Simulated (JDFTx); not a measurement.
| Quantity | Result |
|---|---|
| surface | Mo(100) |
| bulk | Mo, Im-3m, lattice of mp-129 (not re-optimised) |
| slab | 6 atoms in 6 planes, 1x1, 7.5 Å between the outermost planes |
| in-plane cell | 3.168 × 3.168 Å, 10.03 Å² |
| cell height | 23.9 Å |
| sampling | 8×8×1 k mesh, Fermi smearing 0.01 Ha, no spin polarisation |

Final geometry:
```
6
Lattice="3.168 0.000 0.000 0.000 3.168 0.000 0.000 0.000 23.900" Properties=species:S:1:pos:R:3 pbc="T T F"
Mo     1.584     1.584     8.177
Mo     0.000     0.000     9.574
Mo     1.584     1.584    11.158
Mo     0.000     0.000    12.742
Mo     1.584     1.584    14.326
Mo     0.000     0.000    15.723
```

Computed with JDFTx (a modified build): PBE, GBRV ultrasoft potentials, plane waves to 20/100 Ha. Liquid on both sides: SCCS (g09 parameters), water, 0.5 M NaCl; nuclei fixed, outer atoms relaxed in vacuum. SHE scale: U = −μ/e − 4.44 V, by convention. Ideal, unreconstructed faces without any overlayer. Convergence in thickness and k mesh wasn't tested for this slab.

```json
[
 {"U (V vs SHE)": "-1.10", "μ (eV)": "-3.34", "excess electrons per cell": "(withheld)", "σ (μC/cm², per face)": "(withheld)", "run": "fixed potential"},
 {"U (V vs SHE)": "-0.90", "μ (eV)": "-3.54", "excess electrons per cell": "0.043", "σ (μC/cm², per face)": "-3.4", "run": "fixed potential"},
 {"U (V vs SHE)": "-0.68", "μ (eV)": "-3.76", "excess electrons per cell": "0.000", "σ (μC/cm², per face)": "0.0", "run": "neutral"}
]
```

Q: Fill in the missing entries, row by row.

A: 
- -1.10, excess electrons per cell: 0.076
- -1.10, σ (μC/cm², per face): -6.1
